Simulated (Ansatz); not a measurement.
Input file for Ansatz (a first-principles code):

Ansatz 0.2 input:
```yaml
crystal:
  lattice:
    - [0.0, 3.4568655614, 3.4568655614]
    - [3.4568655614, 0.0, 3.4568655614]
    - [3.4568655614, 3.4568655614, 0.0]
  atoms:
    - { symbol: Nb, position: [0.5, 0.5, 0.5] }
    - { symbol: Nb, position: [0.75, 0.75, 0.75] }
    - { symbol: Cr, position: [0.125, 0.125, 0.125] }
    - { symbol: Cr, position: [0.625, 0.125, 0.125] }
    - { symbol: Cr, position: [0.125, 0.125, 0.625] }
    - { symbol: Cr, position: [0.125, 0.625, 0.125] }
kpoints:
  mp_grid: { grid: [10, 10, 10] }
hamiltonian:
  xc: r2scan
  pseudopotentials: { kind: paw }
scf:
  occupations: { method: gaussian, width: 0.1 }
checkpoint: { read: metal.run }
output: { write_density: true, elf: true, volumetric_format: npy }
basis: { fft_grid_basis: typed }
```

Output (shortened):

```
Pseudopotential: Nb, paw, valence charge 13
Pseudopotential: Cr, paw, valence charge 14
Functional definition: r2SCAN
Crystal: 6 atoms, lattice volume = 82.619 Å³
Basis set: ecut = 500 eV, 2085 PW (Γ), exchange–correlation on 144×144×144 points (64 copies of the dense FFT grid, shifted against one another)
Bands: 50, of which v1, the nominal top of the filled ones, is band 41 counted from 1 (40 counted from 0)
Symmetry: 48 space group operations
Space group: Fd-3m (ITA 227), of the structure as read, at distance tolerance 4.4e-5 Å
k-points: 47 of 1000
Stability of the state it starts from, as read at its close in the unpolarized treatment …
iter 1 solved again at ethr=2.22e-7 eV; its pass at ethr=3.10e-3 eV (dr2=1.82e-4 eV) is discarded
SCF iter   1: F=—  HF=-22657.222898 eV  |F-HF|=—  |Δ(HF+E_count)|=         —  Δρ=9.76e-7  dr2=4.14e-10  dr2_τ=6.95e-11  ethr=2.22e-7  ⟨swp⟩=3.0  Hψ=13105  notcnv=0
preconditioner: auto → Kerker (q_TF=auto, 2.725 Å⁻¹)
SCF iter   2: F=—  HF=-22657.222897 eV  |F-HF|=—  |Δ(HF+E_count)|=   7.30e-7  Δρ=8.84e-7  dr2=5.61e-10  dr2_τ=7.75e-11  ethr=1.00e-12  ⟨swp⟩=6.5  Hψ=8077  notcnv=0
SCF iter   3: F=-22657.222897 eV  HF=-22657.222897 eV  |F-HF|=1.82e-11  |Δ(HF+E_count)|=  5.09e-11  Δρ=2.92e-7  dr2=3.77e-11  dr2_τ=1.77e-11  ethr=1.00e-12  ⟨swp⟩=1.0  Hψ=5368  notcnv=0
SCF 1 converged in 3 iterations: F = -22657.222897 eV  dr2 = 3.77e-11
SCF converged after 3 iterations
Free energy (F): -22657.222897 eV
Harris-Foulkes:  -22657.222897 eV  (|F-HF|=1.82e-11)
Internal energy: -22657.191960 eV  (E = F + TS)
E sigma→0 (E₀):  -22657.207429 eV
Entropy (-TS):   -0.030937 eV (-5.156 meV/atom)
Fermi energy:    18.671922 eV
--- Per-component energies (eV) ---
  E_band       = -826.988208
  E_kinetic    = 2159.850194
  E_local      = -6643.157389  (includes V_loc(G=0)·N_el)
  E_nonlocal   = 549.221079
  E_hartree    = 2752.260662
  E_xc         = -891.736164
  E_vxc        = -1276.803213  (∫ρ·V_xc dr)
  E_paw        = -10987.297035  (= ΣΔE_a)
  E_vpaw       = -1200.778540  (= ΣTr[D̂ρ^β])
  E_aug_tail   = 0.000928  (compensation charges beyond the density's cutoff)
  E_vtau       = 80.157065  (kinetic-family band-sum trace: ∫τ·v_τ [+ j·A + Jᵃ·Aᵃ] dr)
  E_ewald      = -9594.860064
  E_core_change = -1.474171  (= ΣΔE_core)
  E_smearing   = -0.030937  (= −TS)
  E_closure    = 0.000000  (closes the sum)
  Σ components = -22657.222897   (vs F -22657.222897, Δ=0.00e0)
  [band-id]    e_kinetic+e_local+e_nonlocal+2·e_hartree+e_vxc+e_vpaw+e_augmentation_tail+e_vtau = -826.988553   (vs E_band -826.988208, Δ=-3.45e-4)
--- Band table (eV; the first three rows and the last of 47) ---
  k-point 0: bands = ["-55.9262", "-55.7239", "-55.7239", "-55.7239", "-37.9739", "-37.8403", "-26.6841", "-26.1926", "-26.1926", "-26.1926", "-26.0390", "-26.0390", "-25.6498", "-25.6498", "-25.6498", "-25.5206", "-25.5206", "-25.5206", "-13.4299", …
  k-point 1: bands = ["-55.9225", "-55.7277", "-55.7239", "-55.7239", "-37.9716", "-37.8428", "-26.6669", "-26.1876", "-26.1846", "-26.1846", "-26.0353", "-26.0353", "-25.6589", "-25.6589", "-25.6498", "-25.5443", "-25.5239", "-25.5239", "-13.4325", …
  k-point 2: bands = ["-55.9122", "-55.7382", "-55.7239", "-55.7239", "-37.9651", "-37.8497", "-26.6199", "-26.1703", "-26.1644", "-26.1644", "-26.0217", "-26.0217", "-25.6874", "-25.6874", "-25.6498", "-25.6123", "-25.5310", "-25.5310", "-13.4392", …
  k-point 46: bands = ["-55.8257", "-55.8257", "-55.7240", "-55.7240", "-37.9084", "-37.9084", "-26.2594", "-26.2594", "-26.0416", "-26.0416", "-25.9045", "-25.9045", "-25.8926", "-25.8926", "-25.7415", "-25.7415", "-25.6057", "-25.6057", "-13.4977", …
```

Cost: around 10 core-seconds (rough) on shared cores.

The workflow started from an entry of the Crystallography Open Database (COD). Its standing as an ambient phase is unchecked. The cell was relaxed with r²SCAN under the symmetry of its start; whether a distortion lowers the energy is not shown. No spin polarisation was allowed. Its formation energy is positive at this level, so the cell may be metastable or incomplete. Scalar-relativistic: spin–orbit coupling is off unless named, which matters more the heavier the elements.

Potentials: the later of the program's two PAW sets.

Ansatz is a plane-wave DFT program.
